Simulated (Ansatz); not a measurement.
## From the elastic tensor of Al5Ni3Pd2 to moduli and sound speeds

Level of theory: DFT PBE, scalar-relativistic, plane waves, PAW (Ansatz 0.2.0). Settings: 420 eV plane-wave cutoff, Γ-centred 14×14×4 mesh, Fermi-Dirac smearing of 0.15 eV. No spin polarisation.

Space group P4/mmm (No. 123), tetragonal, a = 2.944 Å, c = 15.129 Å. Around Al on a site of symmetry 4mm lie 4 Ni at 2.52 Å, 4 Pd at 2.66 Å, 5 Al at 2.83–2.94 Å and 1 Al at 3.31 Å; around Al on a site of symmetry 4/mmm lie 8 Pd at 2.66 Å, 4 Al at 2.94 Å and 2 Al at 3.31 Å; Al on a second site of symmetry 4mm is surrounded by 8 Ni at 2.52 Å and 6 Al at 2.83–2.94 Å; Ni on a site of symmetry 4mm is surrounded by 8 Al at 2.52 Å, 5 Ni at 2.84–2.94 Å and 1 Pd at 3.07 Å; around Ni on a site of symmetry 4/mmm lie 8 Al at 2.52 Å and 6 Ni at 2.84–2.94 Å; around Pd lie 8 Al at 2.66 Å, 4 Pd at 2.94 Å, 1 Ni at 3.07 Å and 1 Pd at 3.31 Å.

The structure comes from a generated guess, relaxed at this level; another structure or a mixture of phases may lie lower. In a metal, frequencies and elastic constants depend on the k mesh and the smearing, soft modes and shear constants most.

Relaxed-ion constants (GPa, on the Cartesian axes of the calculation):
C11 = 201.8, C12 = 128.1, C13 = 138.5, C22 = 201.8, C23 = 138.5, C33 = 193.6, C44 = 97.2, C55 = 97.2, C66 = 94.3 GPa; the others vanish.

Density 6.633 g/cm³; 10 atoms in 131.14 Å³.

With S = C⁻¹: B_V = (C11+C22+C33+2(C12+C13+C23))/9, G_V = (C11+C22+C33−C12−C13−C23+3(C44+C55+C66))/15, 1/B_R = S11+S22+S33+2(S12+S13+S23), 15/G_R = 4(S11+S22+S33−S12−S13−S23)+3(S44+S55+S66); Hill is their mean. Then v_l = √((B+4G/3)/ρ), v_t = √(G/ρ), v_m = [(2/v_t³+1/v_l³)/3]^(−1/3) and Θ = (ħ/k_B)·v_m·(6π²n/V)^(1/3) for n atoms in the volume V; E = 9BG/(3B+G), ν = (3B−2G)/(2(3B+G)) and A^U = 5G_V/G_R + B_V/B_R − 6.

| Item | Value |
| --- | --- |
| Bulk modulus, Voigt / Reuss / Hill | 156.4 / 156.4 / 156.4 GPa |
| Shear modulus, Voigt / Reuss / Hill | 70.6 / 52.6 / 61.6 GPa |
| Young's modulus | 163 GPa |
| Poisson ratio | 0.326 |
| Pugh ratio B/G | 2.54 (over 1.75, the rule of thumb for ductile) |
| Universal anisotropy index | 1.71 |
| Longitudinal and transverse sound speeds | 5996 and 3047 m/s |
| Debye temperature from the mean sound speed | 431 K |
